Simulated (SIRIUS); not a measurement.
Input and output of a self-consistent single point for NbP (I4_1md, 4 atoms in the cell; from Materials Project mp-9339) (SIRIUS).

Computed with PBE, PseudoDojo 0.5 standard norm-conserving PBE (tails mended) pseudopotentials (plane waves; SIRIUS).

```
NbP
1.0
   -1.67492     1.67492     5.74011
    1.67492    -1.67492     5.74011
    1.67492     1.67492    -5.74011
Nb P
2 2
Direct
  0.74988   0.74988   0.00000
  0.49988   0.99988   0.50000
  0.33275   0.33275   0.00000
  0.08275   0.58275   0.50000
```

Reference input (self-consistent single point, DFT, PBE, plane waves, PseudoDojo 0.5 standard norm-conserving PBE (tails mended) pseudopotentials): parameters.ngridk = 8 8 8; parameters.xc_functionals = [XC_GGA_X_PBE, XC_GGA_C_PBE]; parameters.gk_cutoff = 9.055 1/bohr; parameters.pw_cutoff = 18.111 1/bohr; parameters.smearing = gaussian; parameters.smearing_width = 0.00183747 Ha; potentials = PseudoDojo 0.5 standard norm-conserving PBE (tails mended) pseudopotentials; parameters.electronic_structure_method = pseudopotential; parameters.num_bands = 22; parameters.num_mag_dims = 0; parameters.num_dft_iter = 100; parameters.energy_tol = 1e-07 Ha. This run's input differs from it in these lines:

```diff
@@ -14,4 +14,4 @@
     "xc_functionals": ["XC_GGA_X_PBE", "XC_GGA_C_PBE"],
-    "gk_cutoff": 9.055,
-    "pw_cutoff": 18.111,
+    "gk_cutoff": 5.727,
+    "pw_cutoff": 11.455,
     "ngridk": [8, 8, 8],
```

Output (repeated stretches shortened):

```
[find] density tolerance         : 1e-06
[find] total energy tolerance    : 1e-07
[find] iter_solver_tol (initial) : 0.01
[find] iter_solver_tol (target)  : 1e-13
[find] num_dft_iter              : 100
Charges and magnetic moments
--------------------------------------------------------------------------------
total charge          : 36.000000
[find] | SCF iteration   0 out of 100|
[diagonalize] iterative solver tolerance (occupied, empty): 0.01 0.01
[diagonalize] average number of iterations: 2
[find] Charges and magnetic moments
[find] total charge          : 36.000000
[find] Energy
[find] smearing (-TS)                 :      -0.00004087
   [... lines left out ...]

[find] Charges and magnetic moments
[find] total charge          : 36.000000
[find] Energy
[find] smearing (-TS)                 :      -0.00004769
[find] Total energy                   :    -138.22614216 (Ha),    -276.45228433 (Ry)
[find] Free energy (E-TS)             :    -138.22618985 (Ha),    -276.45237971 (Ry)
[find] band gap (eV)                  :       0.00000000
[find] Efermi                         :       0.54854141
[find] iteration : 23, RMS (target) : 9.8375e-07 (1.0000e-06) , energy difference (target) : -6.0004e-10 (1.0000e-07)
[find] bands are converged : true
[find] iterative solver converged : true
[find] converged after 24 SCF iterations!
[find] Charges and magnetic moments
[find] total charge          : 36.000000
[find] Energy
[find] smearing (-TS)                 :      -0.00004769
[find] Total energy                   :    -138.22614216 (Ha),    -276.45228433 (Ry)
[find] Free energy (E-TS)             :    -138.22618985 (Ha),    -276.45237971 (Ry)
[find] band gap (eV)                  :       0.00000000
[find] Efermi                         :       0.54854141
[ground_state] === stress tensor components [kbar] ===
[ground_state] === stress_total ===
[ground_state]   551.054635    0.000000    0.000000
[ground_state]     0.000000  551.054635    0.000000
[ground_state]     0.000000    0.000000  550.220717
[ground_state] ==== total Forces in Ha/bohr =====
[ground_state] atom:    0, force:       0.0000000     -0.0000000      0.0005797
[ground_state] atom:    1, force:       0.0000000      0.0000000      0.0005797
[ground_state] atom:    2, force:       0.0000000     -0.0000000     -0.0005796
[ground_state] atom:    3, force:       0.0000000      0.0000000     -0.0005796
```

The run converged in 24 iterations. SIRIUS prints the stress tensor with tension positive. Against the reference run the free energy goes up by 2.36 eV/atom, the pressure goes from -0.96 to -55.08 GPa and the largest force goes from 0.021 to 0.030 eV/Å.

This run is one point of a test of settings, so its values need not be converged; read them against the reference run alone. The structure comes from a collection of computed structures, made at another level of theory; the collection holds predicted forms beside known ones. No clean gap shows at this smearing width and mesh (spacing up to 0.33 Å⁻¹); the mesh is coarse for partly filled bands, so the values carry mesh errors.

Cost on one core: about 100 core-seconds (a rough figure).

At a cut-down plane-wave cutoff the stress holds a Pulay term: a spurious tension from the incomplete basis, which lowers the pressure; energies, forces and gaps of such rows are unconverged too.

“Tails mended”: in these copies of the files the far tail of each local potential was reset to the Coulomb form.
